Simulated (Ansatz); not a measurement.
**Computed properties of Tl**

Tl:
```cif
data_Tl2
_chemical_formula_sum 'Tl2'
_space_group_name_H-M_alt 'P 1'
_space_group_IT_number 1
_cell_length_a 4.91161
_cell_length_b 4.91161
_cell_length_c 4.91161
_cell_angle_alpha 60.000
_cell_angle_beta 60.000
_cell_angle_gamma 60.000
loop_
_space_group_symop_operation_xyz
  'x, y, z'
loop_
_atom_site_label
_atom_site_type_symbol
_atom_site_fract_x
_atom_site_fract_y
_atom_site_fract_z
_atom_site_occupancy
Tl1 Tl 0.00000 0.00000 0.00000 1
Tl2 Tl 0.25000 0.25000 0.25000 1
```

Space group Fd-3m (No. 227), diamond; conventional cell a = b = c = 6.946 Å, α = β = γ = 90.00°.

Method: DFT-r²SCAN in the program Ansatz with PAW potentials. The cell and atoms are relaxed at this level. Other levels are named where they apply.

### Cell and energy

| Quantity | Result |
|---|---|
| Volume per atom | 41.89 Å³ |
| Density | 8.10 g/cm³ |

### Electronic structure

| Item | Value |
|---|---|
| Electronic character | metallic (no gap) |
| Density of states at the Fermi level | 0.82 states/eV per atom (mean over ±0.08 eV) |
| Gap with spin–orbit coupling | none (metallic) |

### Mechanics

| Property | Value |
|---|---|
| Bulk modulus (Birch–Murnaghan fit) | 18.2 GPa |
| Pressure derivative B′ | 5.2 |
| Elastic constants (relaxed ions, GPa) | C11 = 12.4, C12 = 21.2, C44 = -12.1 |
| Mechanical stability | unstable (C has a negative eigenvalue) |

The start of the workflow was typed in or built on a structure type; neither database checked (COD, Materials Project) lists it. It is not the phase usual at ambient conditions (space group No. 194). The r²SCAN relaxation kept the symmetry of its start. As this level gives no gap, shear constants depend on the k-mesh and smearing (Fermi–Dirac, 0.1 eV here). Spin–orbit coupling is left out wherever it is not named.

Potentials: the later of the program's two PAW sets.
